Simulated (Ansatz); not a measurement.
## Computed properties of SiRh

SiRh:
```
SiRh
1.0
    4.67270     0.00000     0.00000
    0.00000     4.67270     0.00000
    0.00000     0.00000     4.67270
Si Rh
4 4
Cartesian
  0.73767   1.59869   3.07402
  1.59869   3.07402   0.73767
  3.07402   0.73767   1.59869
  3.93504   3.93504   3.93504
  3.95991   3.04914   1.62356
  3.04914   1.62356   3.95991
  1.62356   3.95991   3.04914
  0.71279   0.71279   0.71279
```

Space group P2_13 (No. 198); conventional cell a = 4.673 Å, b = 4.673 Å, c = 4.673 Å, α = 90.00°, β = 90.00°, γ = 90.00°.

Method: plane-wave PAW PBEsol (Ansatz code). Geometry: relaxed at this level of theory. Other levels are named where they apply.

### Cell and energy

Volume per atom: 12.75 Å³
Density: 8.53 g/cm³
Formation energy from the elements (no fitted shifts): -0.89 eV/atom

### Electronic structure

Electronic character: metallic (no gap)
Density of states at the Fermi level: 0.12 states/eV per atom (mean over ±0.08 eV)
Gap with spin–orbit coupling: none (metallic)

### Mechanics

* **Elastic constants (relaxed ions, GPa)**: C11 = 361, C12 = 190, C44 = 102
* **Mechanical stability**: stable (all eigenvalues of C positive)
* **Hill bulk and shear moduli**: 247 and 95.3 GPa
* **Young's modulus**: 253 GPa
* **Poisson's ratio**: 0.33
* **Debye temperature from the elastic constants**: 478 K

### Phonons

- Highest zone-centre frequency: 363 cm⁻¹
- Zone-centre stability: no imaginary mode at Γ
- Dynamical stability on the path: stable (no imaginary branch)
- Zero-point energy: 44.0 meV/atom
- Vibrational entropy at 300 K: 25.5 J/(K·mol of atoms)

The workflow started from a Materials Project entry (that database holds measured and hypothetical structures alike); the Crystallography Open Database copy checked does not list it. COD files the formula under space group No. 14. Whether it is the stable phase at ambient conditions was not checked. The PBEsol relaxation kept the symmetry of its start. No spin polarisation was allowed. As this level gives no gap, shear constants depend on the k-mesh and smearing (Fermi–Dirac, 0.1 eV here). As this level gives no gap, phonon frequencies hold no LO–TO term and depend on the k-mesh and smearing (Fermi–Dirac, 0.1 eV here). The references are the lowest solids computed at this level, not always the standard phases. Scalar-relativistic: spin–orbit coupling is off unless named, which matters more the heavier the elements.

Potentials: the earlier of the program's two PAW sets. The files were generated under PBE; for other functionals the program regenerates the frozen cores, and for LDA and PBEsol the local potential too.
